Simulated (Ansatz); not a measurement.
## WBrCl3O: moving W off its site

WBrCl3O, P1, a = 3.906 Å, b = 6.383 Å, c = 6.497 Å, α, β, γ = 86.4°, 72.2°, 72.3°. The structure is a Materials Project entry; whether it is the stable form wasn't checked. Ansatz: PBE+D3(BJ), PAW, 420 eV, Γ-centred 8×6×6 mesh on 6 atoms, Gaussian smearing 0.05 eV; no spin polarisation.

```
W Br Cl O
1.0
     3.90643   -0.00173    0.01265
     1.94032    6.07990   -0.12819
     1.96981   -0.06729    6.19108
W Br Cl O
1 1 3 1
Direct
  0.01111 0.99765 0.99619
  0.80226 0.20282 0.34245
  0.01108 0.32137 0.81811
  0.15021 0.67520 0.17569
  0.34095 0.80495 0.67144
  0.56239 0.99802 0.99613
```

Atom 1 (W) moves by x along the unit vector (0.707, 0.707, 0.000), with its periodic images; all else is held. y is the free energy of the cell over the start, F the force along the path summed over the moved atoms.

| x (Å) | y (meV) | F (eV/Å) |
| --- | --- | --- |
| -0.1000 | 142.6 | 2.98 |
| -0.0667 | 61.6 | 1.90 |
| -0.0333 | 14.9 | 0.91 |
| 0.0000 | 0.0 | 0.00 |
| 0.0167 | 3.5 | -0.42 |
| 0.0333 | 13.9 | -0.82 |
| 0.0500 | 30.8 | -1.20 |
| 0.0667 | 53.8 | -1.55 |
| 0.0833 | 82.4 | -1.88 |
| 0.1000 | ? | ? |

Question: Fit y = c2 x² + c3 x³ + c4 x⁴ to the energies of the other rows, give the force constant, and predict energy and force of the missing row.

Answer: Least squares on the rows shown. y = 12980 x² − 13080 x³ − 3134 x⁴. The force constant is 2 c2 = 26.0 eV/Å² (for all images moving together, not for a lone atom). The force −dy/dx at the missing row is -2.19 eV/Å (computed -2.19). At x = 0.1000 the fit asked for gives 116.4 meV. The run gave 116.5 meV, so the fit is 0.1 meV too low, a small miss on the scale of the series.

Spin–orbit coupling is left out, which can shift energies with elements as heavy as these.

Cost: 10 runs of about 2.6 core-minutes in all, on AMD EPYC 9R45 (Zen 5) (shared hosts).